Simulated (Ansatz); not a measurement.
According to plane-wave PAW PBEsol (Ansatz code), MoW in the rock salt structure (Fm-3m) relaxes to a = 5.180 Å. Mo has 6 nearest neighbours from 2.59 Å (octahedral); W has 6 nearest neighbours from 2.59 Å (octahedral). Against the elements it lies at 1356 meV/atom, with no fitted shifts.

Electronic character: metallic (no gap). Gap from PBEsol with spin–orbit coupling: none (metallic).

The bulk modulus is 219 GPa. The relaxed-ion elastic constants in GPa are C11 = 494, C12 = 82.7, C44 = -104. The highest mode at Γ lies at 187 cm^-1.

The start of the workflow was typed in or built on a structure type; neither database checked (COD, Materials Project) lists it. Its standing as an ambient phase is unchecked. The PBEsol relaxation kept the symmetry of its start. At this level the phase is mechanically unstable. No spin polarisation was allowed. Its formation energy is positive at this level, so the cell may be metastable or incomplete. As this level gives no gap, shear constants depend on the k-mesh and smearing (Fermi–Dirac, 0.1 eV here). As this level gives no gap, phonon frequencies hold no LO–TO term and depend on the k-mesh and smearing (Fermi–Dirac, 0.1 eV here). On the denser mesh and wider smearing of the elastic run this cell carries a stress of 0.3 GPa. The references are the lowest solids computed at this level, not always the standard phases. Spin–orbit coupling is left out wherever it is not named.

Potentials: the later of the program's two PAW sets.
